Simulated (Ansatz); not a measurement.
Given:

ZnCu₂SiTe₄:
```xyz
8
Lattice="-2.9700 2.9700 5.8882 2.9700 -2.9700 5.8882 2.9700 2.9700 -5.8882" Properties=species:S:1:pos:R:3 pbc="T T T"
Zn     0.0000     0.0000     0.0000
Si     0.0000     0.0000     5.8882
Cu     0.0000     2.9700     2.9441
Cu     2.9700     0.0000     2.9441
Te     1.4438    -1.4438     7.4287
Te     1.5262     1.5262    -1.5405
Te    -1.4438     1.4438     7.4287
Te     1.4438     1.4438     4.3478
```

This is the PBEsol-relaxed structure. Cartesian axes are those of the cell as given.

### Question
All from the program Ansatz at the PBEsol level (PAW), unless another level is named. Predict the Poisson's ratio.

### Answer
0.30.

### Question
What about the elastic constants (relaxed ions, GPa)?

### Answer
C11 = 81.8, C12 = 46.6, C13 = 48.2, C33 = 81.3, C44 = 36.5, C66 = 35.3.

Space group I-42m. The first step of the workflow began from a Materials Project structure, measured or hypothetical; the Crystallography Open Database copy checked does not list it. Its standing as an ambient phase is unchecked. Symmetry was held in the PBEsol relaxation; whether a distortion lowers the energy is not shown. No spin polarisation was allowed. Scalar-relativistic: spin–orbit coupling is off unless named, which matters more the heavier the elements.

Potentials: the later of the program's two PAW sets.
